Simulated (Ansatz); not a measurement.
Method: PBEsol, scalar-relativistic; no spin polarisation; PAW, 420 eV, Γ-centred 6×6×6 mesh, 0.05 eV Gaussian smearing; code Ansatz. The datasets are Ansatz's generated set soft_2.

A crystal of composition LaX3, relaxed at this level of theory, gives this pattern between 10° and 80°.

Cu Kα1 powder pattern (kinematic, no thermal factors).
| 2θ (°) | relative intensity |
| --- | --- |
| 18.16 | 2 |
| 25.80 | 2 |
| 31.73 | 100 |
| 36.80 | 51 |
| 41.33 | 1 |
| 45.49 | 1 |
| 53.03 | 36 |
| 63.13 | 43 |
| 66.29 | 13 |
| 78.30 | 6 |

Question: Which lattice and cell does the pattern come from?

Answer: Cubic, space group Pm-3m (No. 221), a = 4.880 Å, b = 4.880 Å, c = 4.880 Å, α = 90.00°, β = 90.00°, γ = 90.00°. The line positions fix the lattice at most, not the space group, and lines under 1 % of the strongest aren't listed; this is the group of the computed cell.

The calculation on LaX3, where X is one element, gave:

```yaml
Band_gap: zero (metallic)
Density_of_states_at_the_Fermi_level: 0.70 states/(eV·atom)
f_electrons_orthogonalised_atomic_orbitals: La 0.23
Formation_energy_from_the_elements_0_K_uncorrected: -0.48 eV/atom
Bulk_modulus_Birch–Murnaghan: 56 GPa
Pressure_derivative_B0′: 4.7
```

Sites: La on 1a, X on 3c.

Question: Which element is X?
A. Pb
B. Tl
C. Bi
D. Hg

Answer: A. X is Pb, so the compound is LaPb3.

The start was a prototype's sites filled with these elements; the Crystallography Open Database holds the compound in this structure.

Spin–orbit coupling, which matters for such heavy elements, is left out.
